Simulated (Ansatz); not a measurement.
**Na₄Ti₂Si₃O₁₂: do the settings matter for the field gradients?**

This input was run with Ansatz:

```yaml
crystal:
  lattice:
    - [4.4998478434, 2.5979883637, 7.2869740767]
    - [-4.4998478434, 2.5979883637, 7.2869740767]
    - [0.0, -5.1959767274, 7.2869740767]
  atoms:
    - { symbol: Na, position: [0.87766514, 0.62233486, 0.25] }
    - { symbol: Na, position: [0.62233486, 0.25, 0.87766514] }
    - { symbol: Na, position: [0.25, 0.87766514, 0.62233486] }
    - { symbol: Na, position: [0.37766514, 0.75, 0.12233486] }
    - { symbol: Na, position: [0.75, 0.12233486, 0.37766514] }
    - { symbol: Na, position: [0.12233486, 0.37766514, 0.75] }
    - { symbol: Na, position: [0.5, 0.5, 0.5] }
    - { symbol: Na, position: [0.0, 0.0, 0.0] }
    - { symbol: Ti, position: [0.35348722, 0.35348722, 0.35348722] }
    - { symbol: Ti, position: [0.85348722, 0.85348722, 0.85348722] }
    - { symbol: Ti, position: [0.64651278, 0.64651278, 0.64651278] }
    - { symbol: Ti, position: [0.14651278, 0.14651278, 0.14651278] }
    - { symbol: Si, position: [0.5389741, 0.9610259, 0.25] }
    - { symbol: Si, position: [0.9610259, 0.25, 0.5389741] }
    - { symbol: Si, position: [0.25, 0.5389741, 0.9610259] }
    - { symbol: Si, position: [0.0389741, 0.75, 0.4610259] }
    - { symbol: Si, position: [0.75, 0.4610259, 0.0389741] }
    - { symbol: Si, position: [0.4610259, 0.0389741, 0.75] }
    - { symbol: O, position: [0.50627591, 0.14301786, 0.28106614] }
    - { symbol: O, position: [0.14301786, 0.28106614, 0.50627591] }
    - { symbol: O, position: [0.28106614, 0.50627591, 0.14301786] }
    - { symbol: O, position: [0.00627591, 0.78106614, 0.64301786] }
    - { symbol: O, position: [0.78106614, 0.64301786, 0.00627591] }
    - { symbol: O, position: [0.64301786, 0.00627591, 0.78106614] }
    - { symbol: O, position: [0.49372409, 0.85698214, 0.71893386] }
    - { symbol: O, position: [0.85698214, 0.71893386, 0.49372409] }
    - { symbol: O, position: [0.71893386, 0.49372409, 0.85698214] }
    - { symbol: O, position: [0.99372409, 0.21893386, 0.35698214] }
    - { symbol: O, position: [0.21893386, 0.35698214, 0.99372409] }
    - { symbol: O, position: [0.35698214, 0.99372409, 0.21893386] }
    - { symbol: O, position: [0.43998715, 0.22494084, 0.57453011] }
    - { symbol: O, position: [0.22494084, 0.57453011, 0.43998715] }
    - { symbol: O, position: [0.57453011, 0.43998715, 0.22494084] }
    - { symbol: O, position: [0.93998715, 0.07453011, 0.72494084] }
    - { symbol: O, position: [0.07453011, 0.72494084, 0.93998715] }
    - { symbol: O, position: [0.72494084, 0.93998715, 0.07453011] }
    - { symbol: O, position: [0.56001285, 0.77505916, 0.42546989] }
    - { symbol: O, position: [0.77505916, 0.42546989, 0.56001285] }
    - { symbol: O, position: [0.42546989, 0.56001285, 0.77505916] }
    - { symbol: O, position: [0.06001285, 0.92546989, 0.27505916] }
    - { symbol: O, position: [0.92546989, 0.27505916, 0.06001285] }
    - { symbol: O, position: [0.27505916, 0.06001285, 0.92546989] }
kpoints:
  mp_grid: { grid: [3, 3, 3] }
scf:
  occupations: { method: fermi_dirac, width: 0.02 }
hamiltonian:
  xc: pbe
  pseudopotentials: { kind: paw }
  hubbard: { sites: [{ species: Ti, l: d, u_eff: 1.0 }], double_counting: fll }
output:
  forces: true
  stress: true
  populations: true
  efg:
    quadrupole_moments_barn: { Na: 0.104, Ti: 0.247, O: -0.02558 }
    contact_densities: true
total_charge: -1
```

It converged. Of its output the block on the nuclei alone is shown, without the SCF iterations, energies, forces and stress (one atom of each set):

```
--- PAW observables at the nuclei: V_zz in 10²¹ V/m², potentials from the cell's mean, atoms counted from 1 ---
  atom   1  Na V_zz =    -1.376214   η = 0.3386   by run symmetry: allowed   C_q = -3.4608 MHz
            electrostatic potential = -978.384895 V   contact ρ = 5904.248683 e/Å³
  atom   7  Na V_zz =    -1.396968   η = 0.0000   by run symmetry: allowed   C_q = -3.5130 MHz
            electrostatic potential = -978.492905 V   contact ρ = 5904.277137 e/Å³
  atom   9  Ti V_zz =    +0.349224   η = 0.0000   by run symmetry: allowed   C_q = +2.0857 MHz
            electrostatic potential = -2523.330541 V   contact ρ = 56791.200635 e/Å³
  atom  13  Si V_zz =    +1.328509   η = 0.5076   by run symmetry: allowed
            electrostatic potential = -1357.026121 V   contact ρ = 12802.777894 e/Å³
  atom  19  O  V_zz =    +5.687217   η = 0.0677   by run symmetry: allowed   C_q = -3.5177 MHz
            electrostatic potential = -621.094043 V   contact ρ = 2155.833048 e/Å³
  atom  31  O  V_zz =    +5.660545   η = 0.1464   by run symmetry: allowed   C_q = -3.5012 MHz
            electrostatic potential = -621.205781 V   contact ρ = 2155.497175 e/Å³
```

(1) Can these gradients be trusted, and how do they compare with a run on standard settings?

## Answers

(1) Only as results of these settings. Against the standard input the change is `hamiltonian.hubbard`: not typed → {sites: [{species: Ti, l: d, u_eff: 1.0}], double_counting: fll}; `total_charge`: not typed → -1. A site carries the number of its first atom; V_zz in 10²¹ V/m².

```csv
site,atom,V_zz standard,η standard,V_zz here,η here
Na1,1,-1.36,0.33,-1.38,0.34
Na7,7,-1.35,0.00,-1.40,0.00
Ti,9,1.63,0.00,0.35,0.00
Si,13,1.35,0.55,1.33,0.51
O19,19,5.66,0.08,5.69,0.07
O31,31,5.83,0.14,5.66,0.15
```

The largest change of V_zz is on Ti, from 1.63 to 0.35. In per cent, |V_zz| changes by -3 to +1 on O (all sites that start above 2). The changed cell holds a charge of -1 on a uniform background, so it isn't the neutral crystal. It has an odd number of electrons and no spin polarisation, so the extra carrier is shared by both spins and spread out, where a real one carries spin and can localise. At these positions the changed run has forces up to 0.5 eV/Å, so its atoms aren't at their own equilibrium. The gap no longer holds the Fermi energy in the changed run, so its gradients also hang on the k-mesh and the smearing. SCF iterations: 9 and 14. New warnings: filled band counts differ across k points.
